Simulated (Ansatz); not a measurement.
**Notes on YPdO2**

```
Pd Y O
1.0
     1.60837    2.78577    0.00000
    -1.60837    2.78577    0.00000
     0.00000   -1.85718    6.73874
Pd Y O
1 1 2
Direct
  0.00000 0.00000 0.00000
  0.50000 0.50000 0.50000
  0.11215 0.11215 0.33645
  0.88785 0.88785 0.66355
```

Single point in Ansatz 0.2.0 with PBE, with U_eff = 1.64 eV on Pd d (all-electron-ortho-atomic projectors), spin-orbit coupling. Cutoff 420 eV, PAW datasets, 6×6×6 Γ-centred k mesh, fermi-dirac filling (width 0.1186 eV).

The state carries no moments; the state need not be the lowest.

Problem. What does the stress say?

Solution. The pressure is 10.6 GPa (compression positive), so with the atoms held at these fractions the cell would first expand; the forces are large, so a full relaxation may end otherwise. The principal stresses -13.4, 22.6, 22.6 GPa differ, so its shape would change too.

Problem. How is the charge shared?

Solution. Bader charges in e: Y +2.10, Pd +0.39, O -1.24. In the mean Y gives up most and O takes most.

Problem. Is there a gap?

Solution. It is a metal, with about 0.5 states/eV a cell as the mean within 0.25 eV of the Fermi level, mostly Pd d (54 %) and O p (29 %).

Problem. Which atom feels the largest force, and which way?

Solution. The largest is on O3 (and as large on other atoms): 2.78 eV/Å, components (0.00, 0.00, -2.78). It makes 121° with the line to a nearest neighbour, Y2 at 2.16 Å.

Origin: a known structure type with other elements, at an estimated volume, so it need not be a known compound. Caveats: the k mesh is coarse if the cell is a metal; atoms or cell far from equilibrium; the SCF threshold is loose for a stress.
